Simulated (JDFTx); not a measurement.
Au(110) slab cut from bulk Au (space group Fm-3m, indices of the conventional cell, lattice of the Materials Project entry mp-81, not re-optimised): 8 atoms in 8 planes, a 1x1 cell of 12.30 Å² (|a| = 2.950, |b| = 4.171 Å), 10.3 Å between the outermost planes, cell height 26.3 Å, 8×6×1 k mesh, Fermi smearing 0.01 Ha, no spin polarisation.

All numbers are PBE, GBRV ultrasoft potentials, plane waves to 20/100 Ha results from JDFTx (a modified build), not measurements. Vacuum. The outer atoms relax from bulk positions, keeping the cell's symmetry; the lattice is not PBE's own optimum in this code, and that strain can shift the moves by a few hundredths of an ångström. Input:

```
lattice \
  5.5738368721 0.0000000000 0.0000000000 \
  0.0000000000 7.8825956864 0.0000000000 \
  0.0000000000 0.0000000000 49.6997970777
coords-type Lattice
ion Au 0.5000000000 0.5000000000 -0.1962626630 1
ion Au 0.0000000000 0.0000000000 -0.1401876160 0
ion Au 0.5000000000 0.5000000000 -0.0841125700 0
ion Au 0.0000000000 0.0000000000 -0.0280375230 0
ion Au 0.5000000000 0.5000000000 0.0280375230 0
ion Au 0.0000000000 0.0000000000 0.0841125700 0
ion Au 0.5000000000 0.5000000000 0.1401876160 0
ion Au 0.0000000000 0.0000000000 0.1962626630 1
ion-species pseudo/au_pbe_v1.upf
elec-cutoff 20 100
elec-ex-corr gga-PBE
coulomb-interaction Slab 001
coulomb-truncation-embed 0 0 0
kpoint-folding 8 6 1
elec-smearing Fermi 0.01
lcao-params 10
elec-n-bands 59
electronic-scf nIterations 100 energyDiffThreshold 1e-07
ionic-minimize nIterations 10 energyDiffThreshold 1e-5 knormThreshold 4e-4
dump-name vac.$VAR
dump End State Ecomponents EigStats BandEigs Forces ElecDensity IonicPositions Fillings Kpoints Dtot
```

Problem. How far do the free atoms of the upper face move along the normal, and how much energy is released?

Solution. Au (atom 8) -0.13 Å (positive: outward). The free energy falls by 0.062 eV per cell, 40 mJ/m².
